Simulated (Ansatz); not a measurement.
Al2O3:
```yaml
crystal:
  lattice:
    - [2.38692, 1.37809, 4.33811]
    - [-2.38692, 1.37809, 4.33811]
    - [0.00000, -2.75617, 4.33811]
  atoms:
    - { symbol: Al, position: [0.35207, 0.35207, 0.35207] }
    - { symbol: Al, position: [0.14793, 0.14793, 0.14793] }
    - { symbol: Al, position: [0.64793, 0.64793, 0.64793] }
    - { symbol: Al, position: [0.85207, 0.85207, 0.85207] }
    - { symbol: O, position: [0.55586, 0.94414, 0.25000] }
    - { symbol: O, position: [0.25000, 0.55586, 0.94414] }
    - { symbol: O, position: [0.94414, 0.25000, 0.55586] }
    - { symbol: O, position: [0.44414, 0.05586, 0.75000] }
    - { symbol: O, position: [0.75000, 0.44414, 0.05586] }
    - { symbol: O, position: [0.05586, 0.75000, 0.44414] }
```

Relaxed with PBEsol. Independent-particle spectrum: no excitons, no local fields, no scissors shift; 0.1 eV broadening; ε₁ of the summed bands alone.

Problem. Tabulate the dielectric function from PBEsol (plane waves, PAW; program Ansatz).

Solution. 

```tsv
E (eV)	ε₁ xx	ε₂ xx	ε₁ zz	ε₂ zz
0.0	3.24	0.00	3.18	0.00
0.5	3.24	0.00	3.19	0.00
1.0	3.25	0.00	3.20	0.00
1.5	3.27	0.00	3.22	0.00
2.0	3.30	0.00	3.25	0.00
2.5	3.34	0.00	3.29	0.00
3.0	3.39	0.00	3.33	0.00
3.5	3.46	0.00	3.40	0.00
4.0	3.54	0.00	3.48	0.00
4.5	3.64	0.00	3.58	0.00
5.0	3.78	0.00	3.71	0.00
5.5	3.97	0.00	3.90	0.00
6.0	4.37	0.03	4.30	0.05
6.5	4.49	0.50	4.39	0.50
7.0	4.54	0.68	4.42	0.70
7.5	4.66	0.85	4.49	0.84
8.0	4.80	1.02	4.62	0.98
8.5	5.03	1.20	4.82	1.14
9.0	5.46	1.45	5.19	1.35
9.5	6.21	2.68	5.88	1.86
10.0	5.80	2.94	5.52	3.99
10.5	5.64	4.88	5.00	4.56
11.0	4.31	6.36	3.73	5.27
11.5	2.24	5.09	2.52	4.49
12.0	2.52	5.34	2.47	3.60
```

Problem. From ε at 8.0 eV (xx: 4.80 + 1.02i), find n, k, the normal reflectivity and the absorption coefficient.

Solution. n = 2.20, k = 0.231, R = 15 %, α = 2kE/ħc = 190000 cm⁻¹.

With all bands, ε∞ without local fields is 3.40 (xx = yy), 3.35 (zz). DFPT, with local fields, gives 3.30 (xx = yy), 3.26 (zz).

Space group R-3c (corundum). The PBEsol relaxation kept the symmetry of its start.

Potentials: the later of the program's two PAW sets.
